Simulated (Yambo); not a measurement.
Yambo run on a free-standing PtSe2/SnS2 heterobilayer (symmetry P3m1, slab cell 25.9 Å high). The wavefunctions come from this Quantum ESPRESSO step (PBE, PseudoDojo stringent norm-conserving files, scalar-relativistic):

```
&CONTROL
  calculation = 'nscf'
  pseudo_dir = './pseudo'
  outdir = './out'
/
&SYSTEM
  ibrav = 0
  nat = 6
  ntyp = 4
  ecutwfc = 104.0
  ecutrho = 416.0
  occupations = 'fixed'
  force_symmorphic = .true.
  nbnd = 231
  assume_isolated = '2D'
/
&ELECTRONS
  conv_thr = 6.000000000000001e-09
  diago_full_acc = .true.
  diago_thr_init = 1e-08
/
ATOMIC_SPECIES
S 32.0600 S.upf
Se 78.9710 Se.upf
Sn 118.7100 Sn.upf
Pt 195.0840 Pt.upf
CELL_PARAMETERS angstrom
  3.704191368361   0.000000000000   0.000000000000
 -1.852095684180   3.207923825479   0.000000000000
  0.000000000000   0.000000000000  25.900000000000
ATOMIC_POSITIONS crystal
S   0.666666667000   0.333333333000   0.045434743800
S   0.333333333667   0.666666666333   0.158969286200
Se   0.666666667000   0.333333333000  -0.158969286200
Se   0.333333333667   0.666666666333  -0.057124947100
Sn   0.000000000333   0.000000000000   0.102243824800
Pt   0.000000000333   0.000000000000  -0.107626771000
K_POINTS automatic
6 6 1 0 0 0
```

Yambo input:

```
rim_cut
gw0
dyson
el_el_corr
HF_and_locXC
ppa
em1d
rim_w
RandQpts= 1000000
RandGvec= 2 Ry
CUTGeo= "slab z"
EXXRLvcs= 104 Ry
VXCRLvcs= 416 Ry
Chimod= "HARTREE"
% BndsRnXp
 27 | 230 |
%
NGsBlkXp= 6 Ry
% LongDrXp
 1.0 | 1.0 | 0.0 |
%
RandGvecW= 1000 mRy
PPAPntXp= 27.2114 eV
% GbndRnge
 1 | 230 |
%
GTermKind= "BG"
DysSolver= "n"
ExtendOut
% QPkrange
 1 | 1 | 50 | 51 |
 2 | 2 | 50 | 51 |
 4 | 4 | 50 | 51 |
 7 | 7 | 50 | 51 |
%
```

k points by index: 1 = Γ, 2 = (0, 0.167), 4 = M, 7 = K.

The o-*.qp file then holds:

```
#    K-point    Band    Eo [eV]    E [eV]    E-Eo [eV]    Vxc [eV]    Vnlxc [eV]    Sc|Eo [eV]    Sc|E [eV]    dSc/dw|Eo [eV]    Re(Z)    Im(Z)
#
    1    50    -0.190393    -0.296792    -0.106399    -15.04511    -16.54924    1.359382    1.397731    -9.779581    0.735601    -0.003926
    1    51    1.299119    1.822051    0.522932    -13.49445    -10.11789    -2.669311    -2.853624    -9.584102    0.739508    -0.004050
    2    50    0.000000    -0.093360    -0.093360    -15.53407    -17.30490    1.643116    1.677465    -9.977784    0.731681    -0.003929
    2    51    1.335957    1.923204    0.587247    -14.97858    -11.69165    -2.488500    -2.699685    -9.779503    0.735601    -0.004075
    4    50    -1.434056    -1.745241    -0.311186    -13.45287    -15.79573    1.914933    2.031667    -10.19583    0.727416    -0.003871
    4    51    0.361744    0.870322    0.508577    -13.03397    -9.712283    -2.633716    -2.813109    -9.591367    0.739362    -0.004079
    7    50    -1.039869    -1.106049    -0.066180    -17.61362    -20.85028    3.144855    3.170478    -10.47200    0.722084    -0.003921
    7    51    1.358973    1.953201    0.594228    -13.23148    -9.408063    -3.011744    -3.229185    -9.950352    0.732219    -0.004102
```
(The two width columns are left out.) Convergence of these settings isn't established.

Spin-orbit coupling is not included.

Geometry relaxed with PBE+D3(BJ).
